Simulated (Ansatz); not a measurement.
## Data sheet: TePt (DFT)

TePt:
```
TePt
1.0
    3.58727     0.00000     0.00000
    0.00000     3.52257     0.00000
    0.00000     0.00000     7.80293
Pt Te
2 2
Cartesian
  0.89682   0.00000   6.72182
  2.69045   0.00000   1.08110
  0.89682   1.76128   2.06666
  2.69045   1.76128   5.73627
```

Space group Pmma (No. 51); conventional cell a = 3.5873 Å, b = 3.5226 Å, c = 7.8029 Å, α = 90.00°, β = 90.00°, γ = 90.00°.

Method: r²SCAN (plane waves, PAW; program Ansatz). The cell and atoms are relaxed at this level. Other levels are named where they apply.

Cell and energy:

```yaml
volume_per_atom: 24.65 Å³
density: 10.87 g/cm³
Formation energy from the elements (no fitted shifts): -0.077 eV/atom
```

Electronic structure:

```yaml
electronic_character: metallic (no gap)
Density of states at the Fermi level: 0.32 states/eV per atom (mean over ±0.08 eV)
```

Charges:

```yaml
bader_charges: Pt -0.37, Te +0.37 e
```

The start of the workflow was typed in or built on a structure type; neither database checked (COD, Materials Project) lists it. COD files the formula under space group No. 166, 194, so this cell is another polymorph or a model. Its standing as an ambient phase is unchecked. Symmetry was held in the r²SCAN relaxation; its stability against distortions is not shown here. No spin polarisation was allowed. The volume moved by 26 % from the start of the relaxation. The references are the lowest solids computed at this level, not always the standard phases. Scalar-relativistic: spin–orbit coupling is off unless named, which matters more the heavier the elements.

Potentials: the earlier of the program's two PAW sets.
